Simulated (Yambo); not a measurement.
```
CELL_PARAMETERS angstrom
      2.50536     0.00000     0.00000
     -1.25268     2.16970     0.00000
      0.00000     0.00000     6.61027
ATOMIC_POSITIONS crystal
  B  0.33333 0.66667 0.25000
  B  0.66667 0.33333 0.75000
  N  0.33333 0.66667 0.75000
  N  0.66667 0.33333 0.25000
```

Response from Yambo on PBE (pw.x of Quantum ESPRESSO, ONCV potentials, scalar-relativistic) bands: 18×18×6 mesh, 31 bands, 4 Ry local-field block, 0.2 eV broadening.

Question: Give the static electronic dielectric constant without and with local fields along each axis.

Answer: 
```json
[
 {"field along": "x", "ε(0), independent particles": "4.79", "ε(0), RPA with local fields": "4.57", "refractive index √ε": "2.14"},
 {"field along": "z", "ε(0), independent particles": "2.99", "ε(0), RPA with local fields": "2.55", "refractive index √ε": "1.60"}
]
```
Electronic (clamped-ion) response only. PBE gaps are usually too small, which raises these values. Convergence of the RPA response with its 18×18×6 mesh was not tested. x, y and z are Cartesian axes of the cell as given.

Geometry relaxed with PBE+D3(BJ).
